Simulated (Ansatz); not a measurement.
BaAlSiH:
```xyz
4
Lattice="4.3184 0.0000 0.0000 -2.1592 3.7398 0.0000 0.0000 0.0000 5.2558" Properties=species:S:1:pos:R:3 pbc="T T T"
Ba     0.0000     0.0000     0.0072
Al     2.1592     1.2466     2.4354
Si     0.0000     2.4932     2.8548
H      2.1592     1.2466     0.7096
```

Relaxed with r²SCAN.

**Question.** Give the Bader charges and basin volumes of the independent atoms, r²SCAN in the plane-wave PAW code Ansatz.

**Answer.** 

```tsv
atom	Bader charge (e)	Bader volume (Å³)
Ba1	+1.30	26.8
Al2	+1.79	9.2
Si3	-2.28	39.1
H4	-0.81	9.9
```

Space group P3m1. The workflow started from a Materials Project entry (that database holds measured and hypothetical structures alike); the Crystallography Open Database copy checked does not list it. Its standing as an ambient phase is unchecked. Symmetry was held in the r²SCAN relaxation; its stability against distortions is not shown here. Spin–orbit coupling is left out wherever it is not named.

Potentials: the later of the program's two PAW sets.
